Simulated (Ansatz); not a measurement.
# Field gradients at the nuclei in TiO2 at a changed volume

The cell is a COD entry, relaxed with PBE at fixed cell and then changed (volume scaled by 1.04, ions relaxed).

```cif
data_TiO2
_symmetry_space_group_name_H-M 'Pbca'
_symmetry_Int_Tables_number 61
_cell_length_a 5.2127
_cell_length_b 9.3059
_cell_length_c 5.5187
_cell_angle_alpha 90.000
_cell_angle_beta 90.000
_cell_angle_gamma 90.000
loop_
_atom_site_label
_atom_site_type_symbol
_atom_site_symmetry_multiplicity
_atom_site_Wyckoff_symbol
_atom_site_fract_x
_atom_site_fract_y
_atom_site_fract_z
Ti Ti 8 c 0.1368 0.1291 0.9095
O9 O 8 c 0.4635 0.2292 0.8934
O17 O 8 c 0.8189 0.0105 0.8519
```

One atom of each set is listed.

The numbers come from a DFT calculation in Ansatz (PBE, plane waves and PAW, scalar-relativistic, 420 eV cutoff, Γ-centred 5×3×5 k-points, Fermi–Dirac smearing 0.02 eV).

Conventions: |V_zz| ≥ |V_yy| ≥ |V_xx|, η = (V_xx − V_yy)/V_zz, C_Q = eQV_zz/h. ν_Q = 3|C_Q|/[2I(2I − 1)].

49Ti: I = 7/2, Q = 247.0 mb; ¹⁷O: I = 5/2, Q = -25.58 mb. Q values from Pyykkö, Mol. Phys. 116, 1328 (2018).

```tsv
site	atoms	first shell	C_Q (MHz)	η	ν_Q (MHz)
Ti	8	6 O at 1.86–2.12 Å	-13.3	0.97	0.949
O9	8	3 Ti at 1.93–2.12 Å	1.59	0.78	0.239
O17	8	3 Ti at 1.86–2.05 Å	-1.31	0.86	0.196
```

Where η is near 1 the sign of V_zz means little.
